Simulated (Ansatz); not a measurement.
Thermal properties of Na2Sb from its phonons

Method: Ansatz 0.2.0, DFT PBE, scalar-relativistic, plane waves, PAW. Plane waves to 420 eV; Γ-centred k mesh 10×10×14; Fermi-Dirac smearing of 0.15 eV. No spin polarisation. Phonons by linear response, acoustic sum rule imposed.

The cell, relaxed at this level:
Space group P4/mmm (No. 123). a = 5.395 Å, b = 5.395 Å, c = 3.489 Å, α = 90.00°, β = 90.00°, γ = 90.00°
```csv
atom,site,symmetry,x,y,z
Na,2e,mmm.,0.5000,0.0000,0.5000
Sb,1a,4/mmm,0.0000,0.0000,0.0000
```

It was reached by relaxing an invented guess, and it needn't be the stable form of this composition. In a metal, frequencies and elastic constants depend on the k mesh and the smearing, soft modes and shear constants most. Some empty bands missed the eigensolver's threshold. Spin–orbit coupling is left out, which matters for heavy elements. The q mesh is coarse, so values between its points are rough.

Force constants from linear response on a 1×1×2 q mesh, interpolated to a fine mesh.

Question: How much zero-point energy does an atom carry?

Answer: 19.3 meV.

Question: How large are the vibrational entropy and heat capacity at 300 K?

Answer: S = 5.52 k_B and C_V = 2.92 k_B per atom, 97 % of the Dulong–Petit value.

Question: Tabulate them against temperature.

Answer:
```tsv
T (K)	F_vib (meV/atom)	S (k_B/atom)	C_V (k_B/atom)
100	9.8	2.50	2.44
200	-20.4	4.35	2.84
300	-63.3	5.52	2.92
400	-114.7	6.37	2.96
500	-172.6	7.03	2.97
600	-235.6	7.58	2.98
700	-302.9	8.04	2.99
800	-373.9	8.43	2.99
900	-448.1	8.79	2.99
1000	-525.2	9.10	2.99
```
